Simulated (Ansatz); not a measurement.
Relaxed-ion elastic tensor of Sc4N3O in space group Pm-3m (No. 221; Sc on 3c, Sc on 1a, O on 1b, N on 3d) in GPa (Voigt order), r²SCAN (plane waves, PAW; program Ansatz); density 4.39 g/cm³, 11.24 Å³ per atom.

```csv
,1,2,3,4,5,6
1,426,102,102,0.0,0.0,0.0
2,102,426,102,0.0,0.0,0.0
3,102,102,426,0.0,0.0,0.0
4,0.0,0.0,0.0,163,0.0,0.0
5,0.0,0.0,0.0,0.0,163,0.0
6,0.0,0.0,0.0,0.0,0.0,163
```

Q: Is the crystal mechanically stable?

A: Yes: the smallest eigenvalue of C is 163 GPa.

Q: Work out the Voigt, Reuss and Hill averages.

A: K_V = 210, K_R = 210, K_H = 210; G_V = 163, G_R = 163, G_H = 163 GPa.

Q: Give Young's modulus, Poisson's ratio, Pugh's ratio and the universal anisotropy index.

A: E = 9KG/(3K + G) = 388 GPa; ν = 0.19; K/G = 1.29 (brittle by the Pugh limit of 1.75); A_U = 5G_V/G_R + K_V/K_R − 6 = 0.00.

Q: Estimate the sound speeds and the Debye temperature.

A: v_l = √((K + 4G/3)/ρ) = 9860 m/s, v_t = √(G/ρ) = 6090 m/s, mean 6720 m/s; Θ = (h/k)(3n/4πV)^(1/3) v_m = 893 K.

Q: Give the Zener ratio and Young's modulus along [100], [110] and [111].

A: A = 2C44/(C11 − C12) = 1.01; 1/E = S11 − 2(S11 − S12 − S44/2)Γ with Γ = 0, 1/4, 1/3 gives 387, 388, 389 GPa.

Q: Solve the Christoffel equation for the three sound speeds along [100], [110], [111].

A: Eigenvalues of C_ijkl n_j n_l equal ρv². In km/s, slowest first: [100] 6.10, 6.10, 9.85; [110] 6.08, 6.10, 9.86; [111] 6.08, 6.08, 9.87.

The start of the workflow was typed in or built on a structure type; neither database checked (COD, Materials Project) lists it. Its standing as an ambient phase is unchecked. Symmetry was held in the r²SCAN relaxation; its stability against distortions is not shown here. No spin polarisation was allowed. With an odd number of electrons in the cell and no spin polarisation, the count alone makes it a metal. As this level gives no gap, shear constants depend on the k-mesh and smearing (Fermi–Dirac, 0.1 eV here).

Potentials: the earlier of the program's two PAW sets. The files were generated under PBE; for other functionals the program regenerates the frozen cores, and for LDA and PBEsol the local potential too.
